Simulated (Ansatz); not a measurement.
# Eigenvalues along a path: VH₂

```
CELL_PARAMETERS angstrom
0.00000 1.89612 1.89612
1.89612 0.00000 1.89612
1.89612 1.89612 0.00000
ATOMIC_POSITIONS crystal
V 0.00000 0.00000 0.00000
H 0.25000 0.25000 0.25000
H 0.75000 0.75000 0.75000
```

The base volume is that of a database entry, with shape and atoms relaxed on PAW files at held volume, so it needn't be at zero pressure; the structure needn't be the stable phase, at rest or compressed.

Computed with Ansatz 0.2.0; functional LDA, scalar-relativistic. Settings: a Γ-centred 15×15×15 k mesh, Fermi–Dirac smearing of 0.05 eV, spin-polarised from start moments V1 1.5 μB. Methods: PAW: frozen-core files, cutoff 420 eV.

This run: volume at 0.7 of the series' base cell.

The start moments died away, and the runs ended non-magnetic. The PAW files were made under PBE.

Path points, in fractions of the reciprocal vectors: Γ (0.000, 0.000, 0.000), X (0.500, 0.000, 0.500), U (0.625, 0.250, 0.625), K (0.375, 0.375, 0.750), L (0.500, 0.500, 0.500), W (0.500, 0.250, 0.750). The distance column jumps between branches of the path. Levels in eV from the Fermi level; bands 5 to 11, counted from the lowest band of the run. The gap is zero, the pressure 86.6 GPa.

```
# k(1/Å) point b5 b6 b7 b8 b9 b10 b11
0.000 Γ -13.29 -1.48 -1.48 -1.48 1.20 1.20 1.80
0.276 - -12.95 -2.78 -1.30 -1.30 0.90 1.29 3.32
0.552 - -11.96 -4.69 -0.78 -0.78 0.03 1.53 5.83
0.828 - -10.48 -6.32 -1.26 0.05 0.05 1.87 8.22
1.105 - -8.72 -7.52 -2.67 1.10 1.10 2.22 10.11
1.381 - -8.26 -6.95 -4.03 2.15 2.15 2.50 10.95
1.657 X -8.51 -5.47 -5.31 2.60 2.65 2.65 10.42
1.754 - -8.49 -5.50 -5.28 2.54 2.63 2.71 10.03
1.852 - -8.43 -5.61 -5.17 2.38 2.58 2.92 9.22
1.950 - -8.34 -5.76 -5.01 2.14 2.50 3.24 8.34
2.047 - -8.24 -5.95 -4.78 1.85 2.38 3.65 7.49
2.145 - -8.13 -6.16 -4.52 1.54 2.23 4.14 6.70
2.243 U -8.05 -6.35 -4.22 1.23 2.06 4.69 6.00
3.257 K -8.05 -6.35 -4.22 1.23 2.06 4.69 6.00
3.550 - -8.13 -6.77 -3.27 0.46 1.39 4.49 6.44
3.843 - -8.99 -6.70 -2.32 0.08 0.59 3.40 7.81
4.136 - -10.41 -6.02 -1.45 -0.21 0.14 2.25 7.78
4.429 - -11.86 -4.69 -1.08 -0.88 0.53 1.42 5.99
4.722 - -12.91 -2.85 -1.32 -1.30 0.99 1.20 3.46
5.015 Γ -13.29 -1.48 -1.48 -1.48 1.20 1.20 1.80
5.254 - -13.04 -2.49 -1.37 -1.37 1.13 1.13 3.01
5.493 - -12.32 -4.02 -1.13 -1.13 1.03 1.03 5.05
5.732 - -11.32 -5.22 -1.01 -1.01 1.18 1.18 6.76
5.971 - -10.38 -5.83 -1.11 -1.11 1.68 1.68 7.52
6.210 - -9.87 -5.80 -1.28 -1.28 2.21 2.21 7.26
6.449 L -9.75 -5.65 -1.34 -1.34 2.44 2.44 6.91
6.645 - -9.60 -5.77 -1.58 -1.21 2.41 2.61 6.86
6.840 - -9.18 -6.08 -2.17 -0.82 2.30 3.08 6.70
7.035 - -8.57 -6.48 -2.86 -0.25 2.15 3.78 6.45
7.231 - -7.92 -6.85 -3.45 0.31 2.11 4.57 6.12
7.426 - -7.40 -7.11 -3.83 0.54 2.40 5.26 5.75
7.621 W -7.20 -7.20 -3.97 0.55 2.65 5.55 5.55
7.759 - -7.57 -6.81 -4.09 0.72 2.65 4.79 6.36
7.897 - -7.89 -6.42 -4.39 1.15 2.65 4.10 7.20
8.035 - -8.15 -6.05 -4.74 1.68 2.65 3.51 8.09
8.173 - -8.35 -5.74 -5.04 2.16 2.65 3.05 9.00
8.311 - -8.47 -5.54 -5.24 2.49 2.65 2.75 9.91
8.449 X -8.51 -5.47 -5.31 2.60 2.65 2.65 10.42
```
